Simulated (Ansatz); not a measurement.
SrHfN2:
```xyz
16
Lattice="6.3862 0.0000 0.0000 0.0000 7.8935 0.0000 0.0000 0.0000 5.7523" Properties=species:S:1:pos:R:3 pbc="T T T"
Sr     3.7222     6.9405     5.6182
Sr     2.6640     0.9530     2.7420
Sr     5.8571     2.9938     2.7420
Sr     0.5291     4.8998     5.6182
Hf     0.4136     0.9971     5.7257
Hf     5.9726     6.8965     2.8496
Hf     2.7795     4.9438     2.8496
Hf     3.6067     2.9497     5.7257
N      3.9552     6.6096     2.4663
N      2.4310     1.2840     5.3424
N      5.6241     2.6628     5.3424
N      0.7621     5.2307     2.4663
N      3.4835     3.2238     1.9857
N      2.9027     4.6697     4.8618
N      6.0958     7.1706     4.8618
N      0.2904     0.7229     1.9857
```

Relaxed with r²SCAN. Special points in fractions of this cell's reciprocal vectors: Γ (0.000, 0.000, 0.000); X (0.500, 0.000, 0.000); S (0.500, 0.500, 0.000); Y (0.000, 0.500, 0.000); Z (0.000, 0.000, 0.500); U (0.500, 0.000, 0.500); R (0.500, 0.500, 0.500); T (0.000, 0.500, 0.500).

Task: List the band energies nearest the valence-band maximum at these points for r²SCAN (plane waves, PAW; program Ansatz).

Result: In eV from the valence-band maximum; about four levels below and three above (degenerate sets whole), none deeper than 8.9 eV; points with the same levels are listed once.

```tsv
k	below	above
Γ	-0.84 -0.43 -0.30 0.00	2.58 2.95 3.56
X	-0.56 -0.56 -0.40 -0.40	3.01 3.01 3.63 3.63
S	-0.51 -0.51 -0.48 -0.48	3.26 3.26 3.29 3.29
Y	-0.64 -0.64 -0.45 -0.45	3.27 3.27 3.62 3.62
Z	-0.60 -0.60 -0.49 -0.49	3.81 3.81 3.91 3.91
U	-0.56 -0.56 -0.56 -0.56	4.21 4.21 4.21 4.21
R	-0.71 -0.71 -0.57 -0.57	4.23 4.23 4.55 4.55
T	-0.88 -0.88 -0.37 -0.37	3.81 3.81 3.94 3.94
```

Space group Pna2_1. The start of the workflow was typed in or built on a structure type; neither database checked (COD, Materials Project) lists it. Whether it is the stable phase at ambient conditions was not checked. Symmetry was held in the r²SCAN relaxation; its stability against distortions is not shown here. The run is not spin-polarised. Spin–orbit coupling is left out wherever it is not named.

Potentials: the earlier of the program's two PAW sets.
